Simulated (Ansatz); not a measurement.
# SiO2: Field gradients at the nuclei

The cell is a structure deposited in the COD whose atoms were relaxed with PBE, the cell held.

```
Si O
1.0
     4.90800    0.00000    0.00000
     0.00000    4.90800    0.00000
     0.00000    0.00000    6.78400
Si O
4 8
Direct
  0.31230 0.31230 0.00000
  0.18770 0.81230 0.25000
  0.68770 0.68770 0.50000
  0.81230 0.18770 0.75000
  0.23370 0.13017 0.19200
  0.36983 0.73370 0.44200
  0.76630 0.86983 0.69200
  0.63017 0.26630 0.94200
  0.73370 0.36983 0.55800
  0.86983 0.76630 0.30800
  0.26630 0.63017 0.05800
  0.13017 0.23370 0.80800
```

Atoms are numbered from 1 in the order listed; like atoms form one site, named after its first atom.

All values are calculated (Ansatz; DFT, r2SCAN, plane waves and PAW (field gradients read without the response of the frozen cores, which leaves them typically 4 to 6 % off), scalar-relativistic, 500 eV cutoff, Γ-centred 5×5×4 k-points, Fermi–Dirac smearing 0.02 eV), not measured.

C_Q = eQV_zz/h, which is 24.18 MHz for Q = 1 b and V_zz = 10²¹ V/m²; η = (V_xx − V_yy)/V_zz. Directions are in the Cartesian axes of the cell vectors above, for the atom listed; none is given where the gradient is under 0.02 or η is above 0.95.

| site | first atom | first shell | V_zz (10²¹ V/m²) | η | direction of V_zz (x, y, z) |
| --- | --- | --- | --- | --- | --- |
| Si | 1 | 4 O at 1.62–1.63 Å | -0.42 | 0.77 | -0.53 0.53 0.66 |
| O | 5 | 2 Si at 1.62–1.63 Å, angle 139° | 9.37 | 0.24 | 0.20 0.80 -0.56 |

At O V_zz runs parallel to the line that joins its two neighbours (within 1°).

The largest force is 0.3 eV/Å, so the atoms aren't at the calculated equilibrium and relaxing them would move these values. The cell is 5 % smaller than that of α-cristobalite at ambient conditions, so the entry probably stands for a crystal under pressure.

Hardware: 1 thread of Intel Xeon Platinum 8488C (Sapphire Rapids) (x86_64; 16 cores open to the job, memory cap 3.0 GiB, no GPU), a shared host with a load of 0.2 a core. Wall time 22 s, CPU time 22 s, peak memory 0.66 GiB.
